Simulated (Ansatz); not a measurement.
MgO (rock salt), conventional cell a = b = c = 4.254 Å, α = β = γ = 90.00°. The calculation uses the primitive cell of 2 atoms, to which meshes and values per cell refer.

Equation-of-state scan: isotropic scaling of the cell above, V₀ being its volume. Symmetry pins the atoms to their sites.

These are PBE (plane waves to 420 eV, PAW, scalar-relativistic; Ansatz, an electronic-structure program) values and carry that method's errors. k mesh 13×13×13 (Γ-centred), Fermi-Dirac smearing 0.05 eV. Energies are smeared free energies. Compression counts positive. MgO was relaxed with its symmetry unable to fall. The PAW data are Ansatz's earlier set. The zero of ΔE is the relaxed starting cell.

The scan covers V/V₀ from 0.940 to 1.060 in 11 points.

Q: What is ΔE at V/V₀ = 1.060?

A: 14.6 meV/atom.

Q: What pressure does the cell carry at V/V₀ = 0.940?

A: 10.5 GPa.

Q: What is ΔE at V/V₀ = 0.940?

A: 17.9 meV/atom.

(Under strain, the slope of the energy per volume gives the stress and its curvature an elastic modulus.)
